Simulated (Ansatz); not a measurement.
Ansatz (a quantum-chemistry and plane-wave program) input:

Ansatz 0.2 input:
```yaml
crystal:
  lattice:
    - [1.6000552474, -6.9593578754, 0.0]
    - [1.6000552474, 6.9593578754, 0.0]
    - [0.0, 0.0, 3.106656085]
  atoms:
    - { symbol: W, position: [0.0902510571, 0.9097489429, 0.75] }
    - { symbol: W, position: [0.9097489429, 0.0902510571, 0.25] }
    - { symbol: Al, position: [0.6999286588, 0.3000713412, 0.25] }
    - { symbol: Al, position: [0.3000713412, 0.6999286588, 0.75] }
    - { symbol: B, position: [0.5344873075, 0.4655126925, 0.25] }
    - { symbol: B, position: [0.4655126925, 0.5344873075, 0.75] }
kpoints:
  mp_grid: { grid: [13, 13, 13] }
hamiltonian:
  xc: r2scan
  pseudopotentials: { kind: paw }
scf:
  occupations: { method: gaussian, width: 0.05 }
checkpoint: { read: metal.run }
output: { write_density: true, elf: true, volumetric_format: npy }
basis: { fft_grid_basis: typed }
```

Output (shortened):

```
Pseudopotential: W, paw, valence charge 14
Pseudopotential: Al, paw, valence charge 3
Pseudopotential: B, paw, valence charge 3
Functional definition: r2SCAN
Crystal: 6 atoms, lattice volume = 69.187 Å³
Basis set: ecut = 500 eV, 1767 PW (Γ), exchange–correlation on 216×216×96 points (64 copies of the dense FFT grid, shifted against one another)
Bands: 32, of which v1, the nominal top of the filled ones, is band 20 counted from 1 (19 counted from 0)
Symmetry: 8 space group operations
Space group: Cmcm (ITA 63), of the structure as read, at distance tolerance 4.1e-5 Å
k-points: 343 of 2197
Stability of the state it starts from, as read at its close in the unpolarized treatment …
iter 1 solved again at ethr=6.44e-8 eV; its pass at ethr=3.10e-3 eV (dr2=2.58e-5 eV) is discarded
SCF iter   1: F=—  HF=-22190.481762 eV  |F-HF|=—  |Δ(HF+E_count)|=         —  Δρ=4.45e-7  dr2=1.80e-10  dr2_τ=3.21e-11  ethr=6.44e-8  ⟨swp⟩=3.3  Hψ=84089  notcnv=0
preconditioner: auto → Kerker (q_TF=auto, 2.490 Å⁻¹)
SCF iter   2: F=-22190.481762 eV  HF=-22190.481762 eV  |F-HF|=3.64e-12  |Δ(HF+E_count)|=   3.67e-9  Δρ=2.15e-7  dr2=5.28e-11  dr2_τ=4.87e-11  ethr=1.00e-12  ⟨swp⟩=7.8  Hψ=47999  notcnv=0
SCF 1 converged in 2 iterations: F = -22190.481762 eV  dr2 = 5.28e-11
SCF converged after 2 iterations
Free energy (F): -22190.481762 eV
Harris-Foulkes:  -22190.481762 eV  (|F-HF|=3.64e-12)
Internal energy: -22190.480457 eV  (E = F + TS)
E sigma→0 (E₀):  -22190.481110 eV
Entropy (-TS):   -0.001305 eV (-0.217 meV/atom)
Fermi energy:    16.905694 eV
--- Per-component energies (eV) ---
  E_band       = -242.992872
  E_kinetic    = 1058.092591
  E_local      = -2415.997807  (includes V_loc(G=0)·N_el)
  E_nonlocal   = 43.409593
  E_hartree    = 995.657888
  E_xc         = -639.666693
  E_vxc        = -672.646011  (∫ρ·V_xc dr)
  E_paw        = -18294.145156  (= ΣΔE_a)
  E_vpaw       = -280.922207  (= ΣTr[D̂ρ^β])
  E_aug_tail   = -0.000098  (compensation charges beyond the density's cutoff)
  E_vtau       = 33.754892  (kinetic-family band-sum trace: ∫τ·v_τ [+ j·A + Jᵃ·Aᵃ] dr)
  E_ewald      = -2936.497778
  E_core_change = -1.332998  (= ΣΔE_core)
  E_smearing   = -0.001305  (= −TS)
  E_closure    = 0.000000  (closes the sum)
  Σ components = -22190.481762   (vs F -22190.481762, Δ=0.00e0)
  [band-id]    e_kinetic+e_local+e_nonlocal+2·e_hartree+e_vxc+e_vpaw+e_augmentation_tail+e_vtau = -242.993271   (vs E_band -242.992872, Δ=-3.99e-4)
--- Band table (eV; the first three rows and the last of 343) ---
  k-point 0: bands = ["-59.3295", "-59.3027", "-23.1640", "-23.0109", "-22.9479", "-22.9238", "-22.8196", "-22.7947", "2.1496", "6.1440", "6.4245", "11.7698", "11.9486", "12.0233", "12.1039", "12.6401", "13.6062", "16.1860", "16.9688", "17.2166", "17.9269", …
  k-point 1: bands = ["-59.3283", "-59.3023", "-23.1600", "-23.0081", "-22.9473", "-22.9468", "-22.8366", "-22.7916", "2.2478", "6.2678", "6.4962", "11.1349", "11.8313", "11.9605", "12.6920", "12.8431", "13.6067", "15.9369", "16.7288", "17.0403", "17.4261", …
  k-point 2: bands = ["-59.3251", "-59.3013", "-23.1509", "-23.0058", "-22.9999", "-22.9440", "-22.8806", "-22.7899", "2.5358", "6.6280", "6.7108", "10.1301", "11.9882", "11.9908", "12.8130", "13.1359", "13.7747", "15.1918", "16.2728", "16.7915", "16.9669", …
  k-point 342: bands = ["-59.3044", "-59.3012", "-23.2435", "-23.2410", "-22.9492", "-22.9415", "-22.9053", "-22.8707", "5.2004", "6.0331", "8.3409", "9.2602", "11.2076", "11.9049", "12.2352", "12.5070", "12.6089", "12.8868", "16.3747", "16.7341", "16.7591", …
```

Cost: roughly 50 core-seconds on shared cores.

The workflow started from an entry of the Crystallography Open Database (COD, 293 K). Whether it is the stable phase at ambient conditions was not checked. Symmetry was held in the r²SCAN relaxation; its stability against distortions is not shown here. No spin polarisation was allowed. Scalar-relativistic: spin–orbit coupling is off unless named, which matters more the heavier the elements.

Potentials: the later of the program's two PAW sets.

Ansatz is a plane-wave DFT program.
